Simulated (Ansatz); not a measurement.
According to the program Ansatz at the PBE level (PAW), PbS in the zinc blende structure (F-43m) relaxes to a = 6.648 Å. S has 4 nearest neighbours from 2.88 Å (tetrahedral); Pb has 4 nearest neighbours from 2.88 Å (tetrahedral). Against the elements it lies at -0.37 eV/atom, with no fitted shifts.

The Kohn–Sham gap is 0.84 eV (indirect). The valence maximum lies at W and the conduction minimum at X (3 equivalent valleys). Gap from PBE with spin–orbit coupling: 0.74 eV. Electrons at the band edge weigh 0.37, 0.37, 1.8 mₑ (principal values). The hole mass is 0.62, 0.62, 0.80 mₑ (principal values).

An equation-of-state fit gives a bulk modulus of 35.2 GPa.

The start of the workflow was typed in or built on a structure type; neither database checked (COD, Materials Project) lists it. It is not the phase usual at ambient conditions (space group No. 225). Symmetry was held in the PBE relaxation; its stability against distortions is not shown here. The references are the lowest solids computed at this level, not always the standard phases. Scalar-relativistic: spin–orbit coupling is off unless named, which matters more the heavier the elements.

Potentials: the later of the program's two PAW sets.
